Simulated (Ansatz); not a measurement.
This run works on a proposed trial structure, not on a known crystal.

Input and command of a plane-wave DFT calculation in Ansatz:

```yaml
crystal:
  lattice:
    - [4.8235607704, -2.7762182676, 0.0]
    - [4.8235607704, 2.7762182676, 0.0]
    - [0.0, 0.0, 4.7865108288]
  atoms:
    - { symbol: Sc, position: [0.6781900879, 0.3218099121, 0.5291181525] }
    - { symbol: Sc, position: [0.3218099121, 0.6781900879, 0.0291181525] }
    - { symbol: Al, position: [0.0064159073, 0.3358445877, 0.0083311386] }
    - { symbol: Al, position: [0.9935840927, 0.6641554123, 0.5083311386] }
    - { symbol: Al, position: [0.6641554123, 0.9935840927, 0.0083311386] }
    - { symbol: Al, position: [0.3358445877, 0.0064159073, 0.5083311386] }
    - { symbol: "N", position: [0.0302041678, 0.3321728734, 0.6221273258] }
    - { symbol: "N", position: [0.9697958322, 0.6678271266, 0.1221273258] }
    - { symbol: "N", position: [0.6911450415, 0.3088549585, 0.0849649188] }
    - { symbol: "N", position: [0.3088549585, 0.6911450415, 0.5849649188] }
    - { symbol: "N", position: [0.6678271266, 0.9697958322, 0.6221273258] }
    - { symbol: "N", position: [0.3321728734, 0.0302041678, 0.1221273258] }
basis:
  ecutwfc: 420
kpoints:
  mp_grid: { grid: [6, 6, 6] }
hamiltonian:
  xc: pbe
scf:
  occupations: { method: gaussian, width: 0.02 }
output:
  forces: true
  stress: true
  eigenvalues: true
relax:
  adjacent_minimum: "off"
  f_tol: 0.01
  max_steps: 30
  cell: { stress_tol: 0.1, fix: [volume] }
```

```bash
ansatz run input.yaml --threads 1 --pin off --max-ram 2560MiB --backend cpu --events-out ev --progress --plain --runs-dir out
```

Processor: Intel(R) Xeon(R) 6975P-C (Granite Rapids), 1 thread, on a host shared with other jobs.

Question: How long does it run, and how much memory does it take?

Answer: About 2.3 min, peak memory 0.58 GiB. It solves 44 bands at 52 k points (after reduction by symmetry) with about 2511 plane waves, in 55 SCF iterations over 9 ionic steps.
